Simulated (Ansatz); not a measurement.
An Ansatz input:

```yaml
crystal:
  lattice:
    - [-1.0929853342, 1.0929853342, 1.0929853342]
    - [1.0929853342, -1.0929853342, 1.0929853342]
    - [1.0929853342, 1.0929853342, -1.0929853342]
  atoms:
    - { symbol: B, position: [0.0, 0.0, 0.0] }
hamiltonian:
  xc: lda
  pseudopotentials:
    kind: paw
    azcp:
      B: "pseudopotentials/B.paw.azcp"
basis:
  ecutwfc: 420
  fft_grid_basis: typed
kpoints:
  mp_grid: { grid: [22, 22, 22], shift: [0, 0, 0] }
magnetization:
  spin_polarized: false
scf:
  occupations: { method: fermi_dirac, width: 0.1 }
  lower_state_search: "off"
output:
  stress: true
  write_density: true
  write_potential: true
  elf: true
  volumetric_format: npy
```

and its output:

```
Warning: the record states the generating functional pbe (its physics header spells it `PBE`), which answers neither for hamiltonian.xc's functional nor for the lda family's — results may be inconsistent (PPs are generated against a specific XC)
Engine: ansatz 0.2.0, x86_64-unknown-linux-gnu
Pseudopotentials: kind: paw
Pseudopotential: B, paw, valence charge 3, recommended cutoff 420 eV (normal) 
Functional definition: SPW92
  exchange = slater_x
  correlation = pw_c
Crystal: 1 atoms, lattice volume = 5.223 Å³
Basis set: ecut = 420 eV, 87 PW (Γ)
Bands: 6, of which v1, the nominal top of the filled ones, is band 2 counted from 1 (1 counted from 0)
Symmetry: 48 space group operations
Space group: Im-3m (ITA 229), of the structure as read, at distance tolerance 1.7e-5 Å
k-points: 328 of 10648
Non-local potential: B, projectors of the file, l = 0: 2, l = 1: 2, l = 2: 1
PAW form: soft (Blöchl's): semilocal exchange-correlation on the pseudo side does not see the compensation charge
PAW frozen core: B, regenerated for the run's functional, and the local potential with it (the file was generated under x = pbe(κ = 0.804, μ = 0.2195149727645171), c = pbe(β = 0.06672455060314922))
PAW one-centre angular grid: B, 110 points (default); XC on 64 Gauss nodes
Initial density: superposition of atomic densities (neutral atoms: chi_scale 0, normalization atom), corrected by the library's trained network
Initial wavefunctions: pseudopotential atomic-orbital guess
Functional: x = slater, c = lda
SCF iter   1: F=—  HF=-147.964503 eV  |F-HF|=—  |Δ(HF+E_count)|=         —  Δρ=3.75e-3  dr2=2.97e-4  ethr=1.77e-3  ⟨swp⟩=4.5  Hψ=14742  notcnv=0
SCF iter   2: F=—  HF=-147.964373 eV  |F-HF|=—  |Δ(HF+E_count)|=   1.30e-4  Δρ=1.70e-3  dr2=5.56e-5  ethr=9.90e-6  ⟨swp⟩=1.0  Hψ=4602  notcnv=0
SCF iter   3: F=—  HF=-147.964353 eV  |F-HF|=—  |Δ(HF+E_count)|=   1.97e-5  Δρ=7.77e-5  dr2=4.65e-8  ethr=1.85e-6  ⟨swp⟩=2.0  Hψ=2300  notcnv=0
iter 4 did not close the SCF: its close was put off for the readings that it lacked (scf_convergence_deferred on its scf_iter line)
SCF iter   4: F=-147.964353 eV  HF=-147.964353 eV  |F-HF|=2.97e-10  |Δ(HF+E_count)|=   6.88e-8  Δρ=8.14e-6  dr2=1.51e-9  ethr=1.55e-9  ⟨swp⟩=1.3  Hψ=1972  notcnv=0
iter 5 did not close the SCF: its close was put off for the readings that it lacked (scf_convergence_deferred on its scf_iter line)
SCF iter   5: F=-147.964353 eV  HF=-147.964353 eV  |F-HF|=7.11e-13  |Δ(HF+E_count)|=  2.26e-10  Δρ=3.00e-7  dr2=8.33e-13  ethr=5.04e-11  ⟨swp⟩=1.3  Hψ=1972  notcnv=0
SCF iter   6: F=-147.964353 eV  HF=-147.964353 eV  |F-HF|=2.84e-14  |Δ(HF+E_count)|=  9.38e-13  Δρ=2.45e-9  dr2=1.04e-16  ethr=1.00e-12  ⟨swp⟩=3.7  Hψ=6886  notcnv=0
SCF 1 converged in 6 iterations: F = -147.964353 eV  dr2 = 1.04e-16
SCF converged after 6 iterations
Free energy (F): -147.964353 eV
Harris-Foulkes:  -147.964353 eV  (|F-HF|=2.84e-14)
Internal energy: -147.957261 eV  (E = F + TS)
E sigma→0 (E₀):  -147.960807 eV
Entropy (-TS):   -0.007092 eV (-7.092 meV/atom)
Fermi energy:    16.274542 eV
--- Per-component energies (eV) ---
  E_band       = 22.916645
  E_kinetic    = 52.360319
  E_local      = 0.984207  (includes V_loc(G=0)·N_el)
  E_nonlocal   = 12.322909
  E_hartree    = 0.131167
  E_xc         = -33.450853
  E_vxc        = -39.988495  (∫ρ·V_xc dr)
  E_paw        = -72.473583  (= ΣΔE_a)
  E_vpaw       = -3.024625  (= ΣTr[D̂ρ^β])
  E_aug_tail   = -0.000005  (compensation charges beyond the density's cutoff)
  E_ewald      = -107.877258
  E_core_change = 0.045834  (= ΣΔE_core)
  E_smearing   = -0.007092  (= −TS)
  E_closure    = 0.000000  (closes the sum)
  Σ components = -147.964353   (vs F -147.964353, Δ=0.00e0)
--- Stress (GPa, compression-positive) ---
       41.262398       0.000000      -0.000000
        0.000000      41.262398       0.000000
       -0.000000      -0.000000      41.262398
  P = ⅓ Tr σ = 41.2624 GPa (412.624 kbar)
--- Band table (eV; the first three rows and the last of 328) ---
  k-point 0: bands = ["-4.2099", "33.8769", "33.8769", "33.8769", "53.3650", "53.3650"]
  k-point 1: bands = ["-4.1096", "33.5368", "33.6012", "33.8079", "52.3174", "52.3211"]
  k-point 2: bands = ["-3.8089", "32.4938", "32.8580", "33.6042", "49.8024", "50.3709"]
  k-point 327: bands = ["16.5382", "16.5382", "16.5382", "26.9919", "26.9919", "31.0749"]
```

Launched by

```sh
ansatz run input.yaml --threads 2 --pin off --max-ram 5120MiB --backend cpu --events-out ev --progress --plain --runs-dir out
```

On 2 threads of Intel(R) Xeon(R) 6975P-C (Granite Rapids) (shared host) this took about 0.47 s of wall time and 0.8 s of CPU time.
